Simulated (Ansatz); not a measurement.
HfGeS:
```xyz
6
Lattice="3.6211 0.0000 0.0000 0.0000 3.6211 0.0000 0.0000 0.0000 7.9471" Properties=species:S:1:pos:R:3 pbc="T T T"
Ge     0.0000     0.0000     0.0000
Ge     1.8106     1.8106     0.0000
Hf     0.0000     1.8106     2.1742
Hf     1.8106     0.0000     5.7730
S      0.0000     1.8106     4.9273
S      1.8106     0.0000     3.0199
```

Relaxed with r²SCAN.

Question: Map the electron localisation function on the plane through (0.000, 0.000, 0.000) spanned by u = [1, 0, 0] and v = [0, 0, 1] in lattice vectors, from DFT-r²SCAN in the program Ansatz with PAW potentials.

Answer: x is the fraction of u, y of v (the angle between them is 90°; rows are the nearest grid lines); atoms in the plane: Ge at (0.00, 0.00), Hf at (0.50, 0.73), S at (0.50, 0.38).
```
y \ x   0.000  0.111  0.167  0.278  0.389  0.444  0.556  0.611  0.722  0.833  0.889   1.00
------  -----  -----  -----  -----  -----  -----  -----  -----  -----  -----  -----  -----
1.00    0.770  0.042  0.200  0.362  0.272  0.171  0.171  0.272  0.362  0.200  0.042  0.770
0.925   0.226  0.354  0.436  0.553  0.315  0.198  0.198  0.315  0.553  0.436  0.354  0.226
0.850   0.703  0.705  0.638  0.251  0.166  0.192  0.192  0.166  0.251  0.638  0.705  0.703
0.775   0.388  0.218  0.131  0.450  0.824  0.844  0.844  0.824  0.450  0.131  0.218  0.388
0.700   0.172  0.094  0.084  0.566  0.845  0.818  0.818  0.845  0.566  0.084  0.094  0.172
0.625   0.114  0.091  0.070  0.122  0.429  0.530  0.530  0.429  0.122  0.070  0.091  0.114
0.550   0.038  0.043  0.057  0.181  0.398  0.459  0.459  0.398  0.181  0.057  0.043  0.038
0.450   0.038  0.183  0.439  0.788  0.845  0.833  0.833  0.845  0.788  0.439  0.183  0.038
0.375   0.114  0.450  0.703  0.850  0.400  0.030  0.030  0.400  0.850  0.703  0.450  0.114
0.300   0.172  0.354  0.570  0.826  0.820  0.751  0.751  0.820  0.826  0.570  0.354  0.172
0.225   0.388  0.288  0.231  0.268  0.432  0.476  0.476  0.432  0.268  0.231  0.288  0.388
0.150   0.703  0.652  0.556  0.208  0.051  0.034  0.034  0.051  0.208  0.556  0.652  0.703
0.0750  0.226  0.332  0.378  0.358  0.133  0.070  0.070  0.133  0.358  0.378  0.332  0.226
0.000   0.770  0.042  0.200  0.362  0.272  0.171  0.171  0.272  0.362  0.200  0.042  0.770
```

The density is the valence pseudo-density with augmentation charge, so density and ELF within about 1 Å of a nucleus are not all-electron values.

Space group P4/nmm. The workflow started from an entry of the Crystallography Open Database (COD). Its standing as an ambient phase is unchecked. The cell was relaxed with r²SCAN under the symmetry of its start; its stability against distortions is not shown here. No spin polarisation was allowed. Scalar-relativistic: spin–orbit coupling is off unless named, which matters more the heavier the elements.

Potentials: the later of the program's two PAW sets.
